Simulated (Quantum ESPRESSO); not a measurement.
# Where does B sit best among Al sites?

The results below are calculated, not measured. They come from pw.x of Quantum ESPRESSO 7.5, a plane-wave density functional program, with PseudoDojo standard norm-conserving files (v0.5 for PBE, v0.4.1 for LDA and PBEsol). The cells are made up: elements, strain and atom displacements were drawn at random, and nothing was relaxed. There is no spin polarisation, spin-orbit coupling or dispersion term.

The cell has 8 sites of a zincblende or diamond lattice. Sites 1 to 4 hold X X X X; sites 5 to 8 hold P P P P. Cell vectors in Å: (5.808, 0.053, -0.012); (0.053, 5.937, -0.052); (-0.012, -0.052, 5.831). Settings: PBE, cutoff 1034 eV, 6 x 6 x 6 k mesh shifted by half a step, Fermi-Dirac smearing of 0.1 eV.

In each run one of the sites marked X holds B and the others hold Al; cell and positions stay the same. E is the free energy of the cell.

| site of the guest | first shell | mean distance (Å) | E above the lowest (eV) | P (GPa) | force on the guest (eV/Å) |
| --- | --- | --- | --- | --- | --- |
| 1 | P4 | 2.581 | 0.316 | -12.86 | 0.368 |
| 2 | P4 | 2.497 | 0.000 | -13.75 | 0.535 |
| 3 | P4 | 2.557 | 0.246 | -13.09 | 0.400 |
| 4 | P4 | 2.521 | 0.052 | -13.56 | 0.217 |

A rerun of one of these cells at 1317 eV and k mesh 8 x 8 x 8 moved values by no more than 0.002 eV in the cell's energy, 0.02 GPa in stress and 0.002 eV/Å in force.

## Reading the table

Site 2 is lowest, by 0.052 eV, over three times the rerun's bound. A straight line of energy against the mean distance has a slope of 4.0 ± 0.5 eV/Å, so the guest costs less on the tighter sites. The positions are random and not relaxed, so the differences hold for this frozen cell and are not site preferences of a real crystal.